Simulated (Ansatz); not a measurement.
Structures of Rb2As: which is lowest?

Plane-wave DFT in Ansatz with scalar-relativistic PAW potentials, cutoff 420 eV, Γ-centred meshes chosen by cell and gap, Gaussian smearing with energies taken to zero width. Every cell was relaxed (cell and atoms) in a run of its own, within the symmetry of its start. Functional: PBE.

Relaxed structures (starts from databases or built by putting these elements on another compound's sites):
A. P6/mmm, 3 atoms in the computed cell, a = 5.798 Å, c = 3.543 Å; sites (symmetry × multiplicity) Rb -6m2 × 2, As 6/mmm × 1; start: built
B. Fd-3m, 6 atoms in the computed cell, a = 9.789 Å; sites (symmetry × multiplicity) Rb .-3m × 16, As -43m × 8; start: built

Rank them by energy. Could pressure change the order?

| structure | group | E − E(lowest) (meV/atom) | V (Å³/atom) | gap on mesh (eV) |
| --- | --- | --- | --- | --- |
| A | P6/mmm | 0.0 | 34.38 | 0.00 |
| B | Fd-3m | 563 | 39.08 | 0.00 |

A is lowest, 563 meV/atom under B. The lowest is also the densest of these, so pressure wouldn't bring one of the others in at first order. Other structures may lie lower than all of these, and vibrations aren't counted.